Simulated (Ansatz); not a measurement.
Li (fcc, Cu type)

```
Li
1.0
    0.00000     4.23351     4.23351
    2.11676     2.11676     4.23351
    2.11676     2.11676     0.00000
Li
2
Direct
  0.00000   0.00000   0.00000
  0.50000   0.00000   0.00000
```

A phonon eigenvector at X = (0.5, 0.5, 0.0) is frozen into this cell: atom i moves by Q times the vector below, so Q is the largest atomic displacement, in Å. The cell is held. (q is in reciprocal vectors of the primitive cell; the cell shown is doubled to hold the pattern.)

| atom | x | y | z |
|---|---|---|---|
| Li1 | 0.000 | 0.000 | -1.000 |
| Li2 | 0.000 | 0.000 | 1.000 |

Calculation: LDA (plane waves to 420 eV, PAW, scalar-relativistic; Ansatz, a first-principles code). k mesh 19×19×19 (Γ-centred), Fermi-Dirac smearing 0.05 eV. Energies are smeared free energies. With partly filled bands, energies and forces of such displacements shift with the k mesh and the smearing. Li was relaxed with its symmetry unable to fall. This is one of several known forms of Li; the measured ambient cells at hand have space group No. 229. The zero of ΔE is the undisplaced structure. The last digit holds for this mesh only.

| Q (Å) | ΔE (meV/cell) |
|---|---|
| -0.180 | 107.6 |
| -0.150 | 74.6 |
| -0.120 | withheld |
| -0.090 | 26.8 |
| -0.060 | 11.9 |
| -0.030 | 3.0 |
| 0.000 | 0.0 |
| 0.030 | 3.0 |
| 0.060 | 11.9 |
| 0.090 | 26.8 |
| 0.120 | withheld |
| 0.150 | 74.6 |
| 0.180 | 107.6 |

Question: Fit an even polynomial form (powers 2, 4) to the given rows and predict ΔE at Q = 0.120.

Answer: Least squares on the 11 given rows: ΔE = (3304)·Q² + (519.1)·Q⁴, in meV/cell with Q in Å; root-mean-square residual 0.01 meV/cell. At 0.120 the fit gives 47.7 meV/cell; the calculation gives 47.6 meV/cell, so the interpolation is off by 0.1 (+0.2 %). The quadratic term alone would give 47.6 meV/cell.

(A displaced cell: forces are minus the slopes of the energy, force constants its curvatures, and phonons follow from these.)
